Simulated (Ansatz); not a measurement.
A relaxed cell of Pd (Fm-3m (No. 225)), relaxed on a k-mesh at least as fine as the one used below. Level of theory: r2SCAN (plane waves to 500 eV, PAW, scalar-relativistic; Ansatz, a first-principles code). Γ-centred k-mesh 14×14×7 on the run's cell (coarser than for final values), Fermi–Dirac smearing 0.05 eV.

```xyz
2
Lattice="0.0000 1.9557 1.9557 1.9557 0.0000 1.9557 3.9114 3.9114 0.0000" Properties=species:S:1:pos:R:3 pbc="T T T"
Pd     0.0000     0.0000     0.0000
Pd     1.9557     1.9557     0.0000
```

The atoms are displaced by (Å):

```json
[
 {"atom": "Pd1", "ux": "-0.118", "uy": "0.057", "uz": "0.117"},
 {"atom": "Pd2", "ux": "0.055", "uy": "0.048", "uz": "-0.089"}
]
```

### Question
What forces (eV/Å) and pressure result?

### Answer
| atom | Fx | Fy | Fz |
|---|---|---|---|
| Pd1 | 1.47 | 0.93 | -1.53 |
| Pd2 | -1.47 | -0.93 | 1.53 |

Pressure +6.3 GPa.

### Question
Estimate the energy cost of the displacement in the harmonic approximation and compare with the calculation.

### Answer
For a harmonic well ΔE = −½ Σ F·u = 0.281 eV a cell, or 141 meV/atom. The calculated energy relative to the undisplaced cell is +0.13 eV/atom, so the harmonic estimate holds well.

No spin polarisation in the result.

The run that gave the undisplaced cell could not lose the symmetry of its start; a randomly shaken copy of 2 atoms returns to this structure.
